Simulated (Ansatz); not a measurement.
Eu (sc type), DFT, LDA, all-electron LAPW, scalar-relativistic (Ansatz 0.2.0), on 1 thread of Intel(R) Xeon(R) Platinum 8259CL CPU @ 2.50GHz (Skylake/Cascade Lake) (shared host).

Command: `ansatz run input.yaml --threads 1 --pin off --max-ram 3072MiB --backend cpu --events-out ev --progress --plain --runs-dir out`

```yaml
crystal:
  lattice:
    - [3.0803501577, 0.0, 0.0]
    - [0.0, 3.0803501577, 0.0]
    - [0.0, 0.0, 3.0803501577]
  atoms:
    - { symbol: Eu, position: [0.0, 0.0, 0.0], spin: 7.0 }
magnetization:
  spin_polarized: true
kpoints:
  mp_grid: { grid: [11, 11, 11] }
  band_path:
    path:
      - [0.0, 0.0, 0.0]
      - [0.0, 0.5, 0.0]
      - [0.5, 0.5, 0.0]
      - [0.0, 0.0, 0.0]
      - [0.5, 0.5, 0.5]
      - [0.0, 0.5, 0.0]
      - [0.5, 0.5, 0.5]
      - [0.5, 0.5, 0.0]
    npoints: 8
scf:
  occupations: { method: fermi_dirac, width: 0.05 }
hamiltonian:
  xc: lda
  pseudopotentials: { kind: all_electron, lapw: { basis_error: 0.001 } }
output:
  forces: true
  stress: true
  eigenvalues: true
  populations: true
  dos: { projected: true, de: 0.2, e_range: [-14, 8] }
```

Q: How large is the problem that the program sets up?

A: 56 irreducible k-points, 257 plane waves at Γ, 24 bands.

Q: About how long does it take?

A: 42 s of wall time for 11 SCF iterations. Times on shared machines scatter by tens of per cent.
